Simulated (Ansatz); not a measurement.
Relaxed-ion elastic tensor of Sb₂Se₃ in space group Pnma (No. 62; Pearson symbol oP20) in GPa (Voigt order), the program Ansatz at the PBE+D3(BJ) level (PAW); density 6.04 g/cm³, 26.43 Å³ per atom.

|  | 1 | 2 | 3 | 4 | 5 | 6 |
|---|---|---|---|---|---|---|
| 1 | 37.1 | 17.7 | 17.3 | 0.0 | 0.0 | 0.0 |
| 2 | 17.7 | 80.5 | 27.1 | 0.0 | 0.0 | 0.0 |
| 3 | 17.3 | 27.1 | 59.1 | 0.0 | 0.0 | 0.0 |
| 4 | 0.0 | 0.0 | 0.0 | 26.8 | 0.0 | 0.0 |
| 5 | 0.0 | 0.0 | 0.0 | 0.0 | 20.3 | 0.0 |
| 6 | 0.0 | 0.0 | 0.0 | 0.0 | 0.0 | 6.6 |

Question: Is the crystal mechanically stable?

Answer: Yes: the smallest eigenvalue of C is 6.6 GPa.

Question: Work out the Voigt, Reuss and Hill averages.

Answer: K_V = 33.5, K_R = 29.3, K_H = 31.4; G_V = 18.4, G_R = 14.1, G_H = 16.2 GPa.

Question: Give Young's modulus, Poisson's ratio, Pugh's ratio and the universal anisotropy index.

Answer: E = 9KG/(3K + G) = 41.5 GPa; ν = 0.28; K/G = 1.93 (ductile by the Pugh limit of 1.75); A_U = 5G_V/G_R + K_V/K_R − 6 = 1.66.

Question: Estimate the sound speeds and the Debye temperature.

Answer: v_l = √((K + 4G/3)/ρ) = 2960 m/s, v_t = √(G/ρ) = 1640 m/s, mean 1830 m/s; Θ = (h/k)(3n/4πV)^(1/3) v_m = 183 K.

Question: Solve the Christoffel equation for the three sound speeds along x, y, z.

Answer: Eigenvalues of C_ijkl n_j n_l equal ρv². In km/s, slowest first: x 1.05, 1.83, 2.48; y 1.05, 2.11, 3.65; z 1.83, 2.11, 3.13.

Question: How much does each axis shrink under pressure?

Answer: Linear compressibilities β_i = Σ_j S_ij (j = 1 to 3): x 21, y 5.0, z 8.6 per TPa.

The cell was relaxed with PBE+D3(BJ) under the symmetry of its start. Scalar-relativistic: spin–orbit coupling is off unless named, which matters more the heavier the elements.

Potentials: the later of the program's two PAW sets.
